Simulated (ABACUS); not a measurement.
Consider a self-consistent single point of Ta₂O₅ (P2/m, 7 atoms in the cell; from Materials Project mp-1238961, changed as shown).

```
Ta2O5
1.0
    3.82856     0.00000     0.00000
    0.00000     3.84980     0.00000
   -1.81286     0.00000     6.50712
Ta O
2 5
Direct
  0.64953   0.00000   0.79131
  0.35047   0.00000   0.20869
  0.66212   0.50000   0.79833
  0.33788   0.50000   0.20167
  0.18976   0.00000   0.87062
  0.81024   0.00000   0.12938
  0.50000   0.00000   0.50000
```

Method: PBEsol, PseudoDojo 0.4 standard norm-conserving PBEsol (tails mended) pseudopotentials (plane waves; ABACUS).

ABACUS settings:

- KPT = Gamma 4 4 2 0 0 0
- basis_type = pw
- dft_functional = PBESOL
- ecutwfc = 84 Ry
- smearing_method = fd
- smearing_sigma = 0.000734986 Ry
- potentials = PseudoDojo 0.4 standard norm-conserving PBEsol (tails mended)
- symmetry = 1
- ks_solver = dav_subspace
- scf_nmax = 100
- scf_thr = 1.0e-09 Ry
- mixing_type = broyden

Results:

* **Number of valence electrons**: 56
* **Number of bands**: 38
* **Number of k-points after the program's reduction**: 18
* **Number of plane waves (most at a k-point)**: 8445
* **Number of SCF iterations**: 12
* **FFT grid**: 45 × 45 × 75
* **Free energy E − TS**: -5794.0284 eV
* **Top of the valence band (on the code's own zero)**: 7.03 eV
* **Gap on the k-point mesh**: 2.20 eV
* **Pressure**: -0.39 GPa
* **Largest force (vector length)**: 0.074 eV/Å

Forces (eV/Å):
```json
[
 {"atom": "Ta1", "Fx": "-0.062", "Fy": "0.000", "Fz": "0.040"},
 {"atom": "Ta2", "Fx": "0.062", "Fy": "0.000", "Fz": "-0.040"},
 {"atom": "O3", "Fx": "0.028", "Fy": "0.000", "Fz": "0.036"},
 {"atom": "O4", "Fx": "-0.028", "Fy": "0.000", "Fz": "-0.036"},
 {"atom": "O5", "Fx": "-0.009", "Fy": "0.000", "Fz": "-0.010"},
 {"atom": "O6", "Fx": "0.009", "Fy": "0.000", "Fz": "0.010"},
 {"atom": "O7", "Fx": "0.000", "Fy": "0.000", "Fz": "0.000"}
]
```

Stress (GPa, positive for compression):
```
-0.45   0.00  -0.07
 0.00  -0.12   0.00
-0.07   0.00  -0.61
```

The gap is read on the k-point mesh of the run and can differ from the gap over the whole zone at this level.

For comparison: a first run was changed to give this one (volume scaled by 0.99), and from it to this one the free energy falls by 1.3 meV/atom, the pressure goes from -2.68 to -0.39 GPa, the largest force goes from 0.067 to 0.074 eV/Å and the gap on the mesh goes from 2.176 to 2.200 eV.

Spin-orbit coupling is left out, which matters for bands and gaps with elements this heavy. The structure comes from a collection of computed structures, made at another level of theory; the collection holds predicted forms beside known ones.

Cost on one core: roughly 4 core-minutes.

“Tails mended”: in these copies of the files the far tail of each local potential was reset to the Coulomb form.
